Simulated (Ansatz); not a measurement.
HfGeTe:
```xyz
6
Lattice="3.7317 0.0000 0.0000 0.0000 3.7317 0.0000 0.0000 0.0000 10.2019" Properties=species:S:1:pos:R:3 pbc="T T T"
Hf     0.0000     1.8658     8.0777
Hf     1.8658     0.0000     2.1242
Ge     0.0000     0.0000     0.0000
Ge     1.8658     1.8658     0.0000
Te     1.8658     0.0000     6.7395
Te     0.0000     1.8658     3.4624
```

Relaxed with r²SCAN. Special points in fractions of this cell's reciprocal vectors: Γ (0.000, 0.000, 0.000); X (0.000, 0.500, 0.000); M (0.500, 0.500, 0.000); Z (0.000, 0.000, 0.500); R (0.000, 0.500, 0.500); A (0.500, 0.500, 0.500).

Task: List the band energies nearest the Fermi level at these points for DFT-r²SCAN in the program Ansatz with PAW potentials.

Result: In eV from the Fermi level; about four levels below and three above (degenerate sets whole), none deeper than 8.9 eV; points with the same levels are listed once.

```tsv
k	below	above
Γ	-1.41 -1.41 -1.35 -1.35	0.79 1.66 2.20
X	-0.20 -0.20 -0.20 -0.20	3.08 3.08 3.34 3.34
M	-2.61 -2.61 -2.08 -2.08	1.59 1.59 3.63 3.63
Z	-1.63 -1.63 -1.11 -1.11	0.82 1.38 2.10
R	-0.33 -0.33 -0.17 -0.17	2.93 2.93 3.22 3.22
A	-2.46 -2.46 -2.08 -2.08	0.97 0.97 3.69 3.69
```

Space group P4/nmm. The workflow started from a Materials Project entry (that database holds measured and hypothetical structures alike); the Crystallography Open Database files this formula in space group No. 129, but the cells were not matched. Its standing as an ambient phase is unchecked. Symmetry was held in the r²SCAN relaxation; whether a distortion lowers the energy is not shown. No spin polarisation was allowed. A crystal of weakly bound layers computed without a dispersion correction: the cell and the soft elastic constants depend strongly on that. Spin–orbit coupling is left out wherever it is not named.

Potentials: the earlier of the program's two PAW sets.
